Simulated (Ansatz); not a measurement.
Q: AgI (NiAs type, P6_3/mmc) is relaxed with PBE (plane waves, PAW; program Ansatz). What lattice parameters of the conventional cell result?

A: a = 4.489 Å, c = 6.761 Å.

Q: Is it a metal or does it have a gap at this level?

A: A gap of 0.77 eV, indirect.

The start of the workflow was typed in or built on a structure type; neither database checked (COD, Materials Project) lists it. It is not the phase usual at ambient conditions (space group No. 186, 216). The PBE relaxation kept the symmetry of its start; its stability against distortions is not shown here. No spin polarisation was allowed. Spin–orbit coupling is left out wherever it is not named.

Potentials: the later of the program's two PAW sets.
